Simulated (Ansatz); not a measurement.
**All-electron DFT: FeN3**

System: model FeN3 in the ReO3 structure, strained and with atoms displaced.

Level of theory: DFT, PBE, all-electron full-potential LAPW, scalar-relativistic, point nucleus in Ansatz 0.2 development build. 2×2×2 (half-step shift) k-points (coarse, not zone-converged), Fermi–Dirac occupations at kT = 0.15 eV. For a metal, stress, forces and moments on so few k-points can be far from the converged ones. Spin-restricted. So it leaves out the moments that atoms of Fe often carry.

Lattice vectors (Å):
```
 3.6103  0.0534  0.0081
 0.0534  3.5705 -0.0696
 0.0081 -0.0696  3.7821
```

```
atom       x       y  z (fractional)
 Fe1  0.0581  0.8382          0.6902
  N2  0.5478  0.8671          0.7139
  N3  0.0702  0.3561          0.6940
  N4  0.0679  0.8476          0.2040
```

Forces in eV/Å:
```
Fe1   0.000 -0.923 -0.644
N2    0.513  0.490  0.201
N3   -0.241  0.325  0.041
N4   -0.271  0.108  0.402
```

Stress xx yy zz yz xz xy in GPa, positive in compression: 5.34 8.60 -1.65 -2.70 1.13 4.48.

The pressure is 4.09 GPa and the largest force is 1.126 eV/Å.

Q: Now PBE (spin-polarised) at the same geometry. How do the results move? Spin-polarised from the start moments 4, 3, 3, 3 μB (atoms as listed), with no search for lower states.

A: Compared with PBE without spin, the pressure goes up by 1.14 GPa to 5.23 GPa, and the forces move by 1.335 eV/Å (r.m.s. over the atoms). The free energy goes down by 399.9 meV an atom. The total moment is 5.00 μB and the absolute moment is 5.01 μB.

```
atom  Fx (eV/Å)  Fy (eV/Å)  Fz (eV/Å)
 Fe1     -0.097      0.750      0.781
  N2      0.838     -0.263     -0.353
  N3     -0.454     -0.482     -0.062
  N4     -0.288     -0.005     -0.366
```
